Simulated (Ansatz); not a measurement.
WC:
```xyz
2
Lattice="2.7161 0.0000 0.0000 0.0000 2.7161 0.0000 0.0000 0.0000 2.7161" Properties=species:S:1:pos:R:3 pbc="T T T"
W      0.0000     0.0000     0.0000
C      1.3581     1.3581     1.3581
```

Relaxed with r²SCAN. Special points in fractions of this cell's reciprocal vectors: Γ (0.000, 0.000, 0.000); X (0.000, 0.500, 0.000); M (0.500, 0.500, 0.000); R (0.500, 0.500, 0.500).

Q: List the band energies nearest the Fermi level at these points for DFT-r²SCAN with spin–orbit coupling in the program Ansatz with PAW potentials.

A: In eV from the Fermi level; about four levels below and three above (degenerate sets whole), none deeper than 8.9 eV; points with the same levels are listed once.

```csv
k,below,above
Γ,-5.25 -5.25 -5.25 -5.25 -0.05 -0.05,0.41 0.41 0.41 0.41
X,-3.38 -3.38 -3.19 -3.19,3.94 3.94 4.89 4.89
M,-4.17 -4.17 -4.13 -4.13,0.19 0.19 0.48 0.48
R,-8.52 -8.52 -8.52 -8.52 -8.37 -8.37,6.19 6.19 6.19 6.19
```

Space group Pm-3m (CsCl type). A made-up cell: these elements were put on the sites of a structure type; neither database checked (COD, Materials Project) lists it. It is not the phase usual at ambient conditions (space group No. 187). The cell was relaxed with r²SCAN under the symmetry of its start; its stability against distortions is not shown here. No spin polarisation was allowed.

Potentials: the earlier of the program's two PAW sets.
